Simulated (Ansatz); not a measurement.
A relaxation computed with Ansatz, from input to last step.

```yaml
crystal:
  lattice:
    - [8.4895791234, 0.0, 0.0]
    - [0.0, 2.8028489376, 0.0]
    - [0.0, 0.0, 4.6922668665]
  atoms:
    - { symbol: Si, position: [0.75, 0.5, 0.9012235758] }
    - { symbol: Si, position: [0.25, 0.5, 0.0987764242] }
    - { symbol: Cu, position: [0.5, 0.0, 0.5], spin: 0.71 }
    - { symbol: Cu, position: [0.0, 0.0, 0.5], spin: 0.71 }
    - { symbol: O, position: [0.5919580533, 0.5, 0.7117703757], spin: 0.15 }
    - { symbol: O, position: [0.4080419467, 0.5, 0.2882296243], spin: 0.15 }
    - { symbol: O, position: [0.9080419467, 0.5, 0.7117703757], spin: 0.15 }
    - { symbol: O, position: [0.0919580533, 0.5, 0.2882296243], spin: 0.15 }
    - { symbol: O, position: [0.25, 0.0, 0.914026562] }
    - { symbol: O, position: [0.75, 0.0, 0.085973438] }
basis:
  ecutwfc: 420
kpoints:
  mp_grid: { grid: [4, 12, 8] }
hamiltonian:
  xc: pbesol
scf:
  occupations: { method: gaussian, width: 0.02 }
output:
  forces: true
  stress: true
  eigenvalues: true
  populations: true
magnetization:
  spin_polarized: true
relax:
  adjacent_minimum: "off"
  f_tol: 0.01
  max_steps: 30
  cell: { stress_tol: 0.1, fix: [volume] }
```

```bash
ansatz run input.yaml --threads 2 --pin off --max-ram 5120MiB --backend cpu --events-out ev --progress --plain --runs-dir out
```

Theory: Ansatz 0.2.0, DFT PBEsol, scalar-relativistic, plane waves, PAW.

The volume is held at 0.94 times that of the relaxed cell.

Of 7 frames 6 are shown, positions in Å and forces in eV/Å; the SCF threshold varies from step to step. Steps run on the plane waves of an earlier cell, with a Pulay correction in the pressure. The basis is chosen afresh for the last frame, the zero of the energies, and at times for earlier ones too; energy and pressure step there, also at an unchanged geometry.

```xyz
10
Lattice="8.4896 0.0000 0.0000 0.0000 2.8028 0.0000 0.0000 0.0000 4.6923" Properties=species:S:1:pos:R:3:forces:R:3 pbc="T T T" step=1 free_energy_over_end_meV_per_atom=5.57 pressure_GPa=6.94
Si    6.3672    1.4014    4.2288    0.0000    0.0000    0.2181
Si    2.1224    1.4014    0.4635    0.0000    0.0000   -0.2181
Cu    4.2448    0.0000    2.3461    0.0000    0.0000    0.0000
Cu    0.0000    0.0000    2.3461    0.0000    0.0000    0.0000
O     5.0255    1.4014    3.3398   -0.2601    0.0000   -0.0632
O     3.4641    1.4014    1.3524    0.2601    0.0000    0.0632
O     7.7089    1.4014    3.3398    0.2601    0.0000   -0.0632
O     0.7807    1.4014    1.3524   -0.2601    0.0000    0.0632
O     2.1224    0.0000    4.2889    0.0000    0.0000   -0.4951
O     6.3672    0.0000    0.4034    0.0000    0.0000    0.4951
10
Lattice="8.5083 0.0000 0.0000 0.0000 2.8149 0.0000 0.0000 0.0000 4.6618" Properties=species:S:1:pos:R:3:forces:R:3 pbc="T T T" step=2 free_energy_over_end_meV_per_atom=1.81 pressure_GPa=4.67
Si    6.3812    1.4075    4.2258    0.0000    0.0000    0.0381
Si    2.1271    1.4075    0.4360    0.0000    0.0000   -0.0381
Cu    4.2541    0.0000    2.3309    0.0000    0.0000    0.0000
Cu    0.0000    0.0000    2.3309    0.0000    0.0000    0.0000
O     5.0351    1.4075    3.3311   -0.1397    0.0000   -0.0267
O     3.4731    1.4075    1.3307    0.1397    0.0000    0.0267
O     7.7273    1.4075    3.3311    0.1397    0.0000   -0.0267
O     0.7810    1.4075    1.3307   -0.1397    0.0000    0.0267
O     2.1271    0.0000    4.2286    0.0000    0.0000   -0.3221
O     6.3812    0.0000    0.4332    0.0000    0.0000    0.3221
10
Lattice="8.5048 0.0000 0.0000 0.0000 2.8298 0.0000 0.0000 0.0000 4.6393" Properties=species:S:1:pos:R:3:forces:R:3 pbc="T T T" step=3 free_energy_over_end_meV_per_atom=0.18 pressure_GPa=2.19
Si    6.3786    1.4149    4.2307    0.0000    0.0000   -0.0690
Si    2.1262    1.4149    0.4086    0.0000    0.0000    0.0690
Cu    4.2524    0.0000    2.3197    0.0000    0.0000    0.0000
Cu    0.0000    0.0000    2.3197    0.0000    0.0000    0.0000
O     5.0283    1.4149    3.3299   -0.0179    0.0000    0.0097
O     3.4765    1.4149    1.3094    0.0179    0.0000   -0.0097
O     7.7289    1.4149    3.3299    0.0179    0.0000    0.0097
O     0.7759    1.4149    1.3094   -0.0179    0.0000   -0.0097
O     2.1262    0.0000    4.1733    0.0000    0.0000   -0.0781
O     6.3786    0.0000    0.4660    0.0000    0.0000    0.0781
10
Lattice="8.4805 0.0000 0.0000 0.0000 2.8286 0.0000 0.0000 0.0000 4.6546" Properties=species:S:1:pos:R:3:forces:R:3 pbc="T T T" step=4 free_energy_over_end_meV_per_atom=0.08 pressure_GPa=2.08
Si    6.3603    1.4143    4.2444    0.0000    0.0000   -0.0230
Si    2.1201    1.4143    0.4102    0.0000    0.0000    0.0230
Cu    4.2402    0.0000    2.3273    0.0000    0.0000    0.0000
Cu    0.0000    0.0000    2.3273    0.0000    0.0000    0.0000
O     5.0096    1.4143    3.3441   -0.0137    0.0000    0.0004
O     3.4709    1.4143    1.3105    0.0137    0.0000   -0.0004
O     7.7111    1.4143    3.3441    0.0137    0.0000    0.0004
O     0.7693    1.4143    1.3105   -0.0137    0.0000   -0.0004
O     2.1201    0.0000    4.1872    0.0000    0.0000   -0.0373
O     6.3603    0.0000    0.4674    0.0000    0.0000    0.0373
10
Lattice="8.4338 0.0000 0.0000 0.0000 2.8279 0.0000 0.0000 0.0000 4.6814" Properties=species:S:1:pos:R:3:forces:R:3 pbc="T T T" step=5 free_energy_over_end_meV_per_atom=0.01 pressure_GPa=1.87
Si    6.3254    1.4140    4.2691    0.0000    0.0000    0.0270
Si    2.1085    1.4140    0.4122    0.0000    0.0000   -0.0270
Cu    4.2169    0.0000    2.3407    0.0000    0.0000    0.0000
Cu    0.0000    0.0000    2.3407    0.0000    0.0000    0.0000
O     4.9743    1.4140    3.3682   -0.0047    0.0000   -0.0074
O     3.4595    1.4140    1.3131    0.0047    0.0000    0.0074
O     7.6764    1.4140    3.3682    0.0047    0.0000   -0.0074
O     0.7574    1.4140    1.3131   -0.0047    0.0000    0.0074
O     2.1085    0.0000    4.2128    0.0000    0.0000    0.0176
O     6.3254    0.0000    0.4686    0.0000    0.0000   -0.0176
10
Lattice="8.4228 0.0000 0.0000 0.0000 2.8286 0.0000 0.0000 0.0000 4.6865" Properties=species:S:1:pos:R:3:forces:R:3 pbc="T T T" step=7 free_energy_over_end_meV_per_atom=0.00 pressure_GPa=1.89
Si    6.3171    1.4143    4.2742    0.0000    0.0000   -0.0072
Si    2.1057    1.4143    0.4123    0.0000    0.0000    0.0072
Cu    4.2114    0.0000    2.3432    0.0000    0.0000    0.0000
Cu    0.0000    0.0000    2.3432    0.0000    0.0000    0.0000
O     4.9667    1.4143    3.3717   -0.0001    0.0000    0.0038
O     3.4562    1.4143    1.3147    0.0001    0.0000   -0.0038
O     7.6676    1.4143    3.3717    0.0001    0.0000    0.0038
O     0.7552    1.4143    1.3147   -0.0001    0.0000   -0.0038
O     2.1057    0.0000    4.2195    0.0000    0.0000   -0.0016
O     6.3171    0.0000    0.4670    0.0000    0.0000    0.0016
```

The run took 2.3 min on 2 threads of Intel(R) Xeon(R) 6975P-C (Granite Rapids) (shared host), peak memory 1.1 GiB.

The cell holds layers, and where no dispersion correction was added their binding is poorly described.